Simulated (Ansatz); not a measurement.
Given:

Relaxed CoSn (CoSn type, space group P6/mmm):

```
CELL_PARAMETERS angstrom
      5.29399     0.00000     0.00000
     -2.64700     4.58473     0.00000
      0.00000     0.00000     4.23543
ATOMIC_POSITIONS crystal
  Co 0.50000 0.00000 0.00000
  Co 0.50000 0.50000 0.00000
  Co 0.00000 0.50000 0.00000
  Sn 0.00000 0.00000 0.00000
  Sn 0.33333 0.66667 0.50000
  Sn 0.66667 0.33333 0.50000
```

Scan: atom 1 (Co, nearest neighbour Sn at 2.612 Å; its periodic images, 4.2 Å or more away, move with it) is displaced along Cartesian [110], direction (0.707, 0.707, 0.000) in Cartesian axes, by s. The other atoms stay.

All values below come from PBE (plane waves to 420 eV, PAW, scalar-relativistic; Ansatz, a program for electronic structure). k mesh 8×8×9 (Γ-centred), Fermi-Dirac smearing 0.05 eV. The energy includes the smearing's −TS. With partly filled bands, energies and forces of such displacements shift with the k mesh and the smearing. CoSn is run without spin polarisation. CoSn was relaxed with its symmetry unable to fall. ΔE is measured from the undisplaced structure.

The scan covers s from -0.260 to 0.260 Å in 11 points.

Q: Is this a single well or a double well?

A: A single well with its minimum at or next to zero displacement.

Q: Is the energy the same for equal positive and negative displacements?

A: Even: the same for both signs. With its periodic images moving along, the atom's site symmetry in this cell is mmm.

Q: What is the force constant k = d²E/ds² of this move at s = 0?

A: 7.47 eV/Å².

(A displaced cell: forces are minus the slopes of the energy, force constants its curvatures, and phonons follow from these.)
